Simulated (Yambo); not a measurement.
**How GW settings move the gap: BeZn$_{3}$O$_{4}$**

G0W0@PBEsol for BeZn₃O₄ (space group I-42m, No. 121) in Yambo. Reference settings: 4×4×4 Γ-centred k mesh, bands 14 to 152 and a 7 Ry block in the screening, 152 bands in G with the Bruneval-Gonze terminator, plasmon pole fitted at 27.2 eV. The PBEsol gap Γ → Γ on this mesh is 1.49 eV; G0W0 gaps are taken between the same points.

```json
[
 {"change from the reference": "reference settings", "G0W0 gap Γ → Γ (eV)": "3.09", "shift of the valence edge (eV)": "-0.93", "rough Yambo cost": "1"},
 {"change from the reference": "75 bands in W, 75 bands in G", "G0W0 gap Γ → Γ (eV)": "3.43", "shift of the valence edge (eV)": "-0.89", "rough Yambo cost": "about 1/3"},
 {"change from the reference": "1 Ry block", "G0W0 gap Γ → Γ (eV)": "3.87", "shift of the valence edge (eV)": "-1.69", "rough Yambo cost": "within a factor of two"},
 {"change from the reference": "no random integration", "G0W0 gap Γ → Γ (eV)": "3.04", "shift of the valence edge (eV)": "-0.76", "rough Yambo cost": "–"}
]
```

The reference isn't shown to be the converged limit. Costs are rough (shared machines), scaled to the same edge states, and given only for runs that recompute the screening.

Geometry of the Materials Project entry, not relaxed at this level; primitive cell a = b = c = 5.397 Å, α = β = 131.56°, γ = 70.92°.

The structure is a Materials Project entry; no match was found in the copy of COD used, and its stability was not checked.

A shift is the quasiparticle energy of the state minus its PBEsol energy.
